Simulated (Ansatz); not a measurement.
SnGe in space group Pmma (No. 51; Ge on 2e, Sn on 2f), PBE (plane waves, PAW; program Ansatz), all energies at zero smearing, with the estimated change up to a 700 eV cutoff added, with one set of potentials and settings (totals compare only within such a set). Cell of 4 atoms (2 Ge, 2 Sn): -20638.154 eV.

| element | reference phase | E (eV/atom) |
|---|---|---|
| Ge | Fd-3m, 2 atoms in the cell | -4294.9847 |
| Sn | Fd-3m, 2 atoms in the cell | -6024.2128 |

Formation energy per atom, worked out: (-20638.154 − 2×(-4294.9847) − 2×(-6024.2128))/4 = 0.060 eV/atom (6 kJ per mol of atoms), at 0 K, without zero-point energy or fitted corrections.

The start of the workflow was typed in or built on a structure type; neither database checked (COD, Materials Project) lists it. Its standing as an ambient phase is unchecked. Symmetry was held in the PBE relaxation; its stability against distortions is not shown here. The references are the lowest solids computed at this level, not always the standard phases. Spin–orbit coupling is left out wherever it is not named.

Potentials: the later of the program's two PAW sets.
